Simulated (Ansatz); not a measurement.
**What a trial cell of ScFeC4N4 relaxes into**

Level of theory: Ansatz, DFT PBE, scalar-relativistic, plane waves, PAW. Cutoff 420 eV, Gaussian smearing, Γ-centred meshes. Cell and atoms relax first on a coarse mesh and then on a converged one. In between, the cell is made exact in the group found at 0.06 Å. The steps can't lower the symmetry of their start. Collinear spin, starting moments Fe 4.0 μB.

Recipe of this trial structure of ScFeC4N4: two interpenetrating cyanide-bridged diamond nets (P-43m, No. 215). The dimensions are guesses.

```
Sc Fe C N
1.0
     6.03677    0.00000    0.00000
     0.00000    6.03677    0.00000
     0.00000    0.00000    6.03677
Sc Fe C N
1 1 4 4
Direct
  0.50000 0.50000 0.50000
  0.00000 0.00000 0.00000
  0.18535 0.18535 0.18535
  0.18535 0.81465 0.81465
  0.81465 0.18535 0.81465
  0.81465 0.81465 0.18535
  0.29725 0.29725 0.29725
  0.29725 0.70275 0.70275
  0.70275 0.29725 0.70275
  0.70275 0.70275 0.29725
```

The zero of energy is the elements' standard structures at the same level (N₂ as a molecule); no fitted shifts are applied.

Question: What does it relax into?

Answer: The symmetry stays P-43m (No. 215). The volume per atom shrinks by 3.7 %, from 22.0 to 21.2 Å³. The shortest distance goes from 1.17 Å (C–N) to 1.18 Å (C–N). Conventional cell: a = 5.961 Å. Around Sc lie 4 N at 2.08 Å; around Fe lie 4 C at 1.90 Å; around C lie 1 N at 1.18 Å and 1 Fe at 1.90 Å; around N lie 1 C at 1.18 Å and 1 Sc at 2.08 Å.

```xyz
10
Lattice="5.9612 0.0000 0.0000 0.0000 5.9612 0.0000 0.0000 0.0000 5.9612" Properties=species:S:1:pos:R:3 pbc="T T T"
Sc    2.9806    2.9806    2.9806
Fe    0.0000    0.0000    0.0000
C     1.0966    1.0966    1.0966
C     1.0966    4.8646    4.8646
C     4.8646    1.0966    4.8646
C     4.8646    4.8646    1.0966
N     1.7805    1.7805    1.7805
N     1.7805    4.1808    4.1808
N     4.1808    1.7805    4.1808
N     4.1808    4.1808    1.7805
```

Question: How does it come out in energy, and is it a metal?

Answer:

* Energy over the elements: −0.001 eV/atom
* Gap on the 6×6×6 mesh of the 10-atom cell: 0.73 eV
* Net moment per atom: 0.30 μB
* Moment by site: Fe 1.9 μB

The formation energy is too near zero to say whether this cell lies below the elements.

The last run used collinear spin and Gaussian smearing of 0.02 eV. Kohn–Sham gaps at this level usually fall short of measured ones. The reference form of C is held partly by dispersion forces, which this level lacks. Another magnetic order may lie lower. A structure relaxed within its symmetry needn't be a true minimum. In all, the 3 runs took 10 min on 1 thread of Arm Neoverse N1, on a shared host. Site moments count only spheres around the atoms; the net moment includes the space between them.
